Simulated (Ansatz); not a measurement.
The cell below belongs to a search over invented structures; it isn't taken from experiment.

Input and command of a plane-wave DFT calculation in Ansatz:

```yaml
crystal:
  lattice:
    - [5.3135492417, 0.0, 0.0]
    - [-2.6567746208, 4.6016686275, 0.0]
    - [0.0, 0.0, 7.4420635063]
  atoms:
    - { symbol: Si, position: [0.0, 0.0, 0.6548824667] }
    - { symbol: Si, position: [0.0, 0.0, 0.3451175333] }
    - { symbol: Br, position: [0.3333333333, 0.6666666667, 0.5] }
    - { symbol: Br, position: [0.6666666667, 0.3333333333, 0.5] }
    - { symbol: Br, position: [0.0, 0.0, 0.0] }
basis:
  ecutwfc: 420
kpoints:
  mp_grid: { grid: [12, 12, 6] }
hamiltonian:
  xc: pbe
scf:
  occupations: { method: gaussian, width: 0.1 }
output:
  forces: true
  stress: true
  eigenvalues: true
relax:
  adjacent_minimum: "off"
  f_tol: 0.01
  max_steps: 80
  cell: { stress_tol: 0.05 }
```

```bash
ansatz run input.yaml --threads 1 --pin off --max-ram 2560MiB --backend cpu --events-out ev --progress --plain --runs-dir out
```

Processor: Intel(R) Xeon(R) Processor @ 2.50GHz (Skylake/Cascade Lake), 1 thread, on a host shared with other jobs.

Estimate time, memory and problem size.

About 2.4 min, peak memory 0.57 GiB. It solves 20 bands at 76 k points (after reduction by symmetry) with about 3571 plane waves (on the last cell), in 22 SCF iterations over 4 ionic steps.
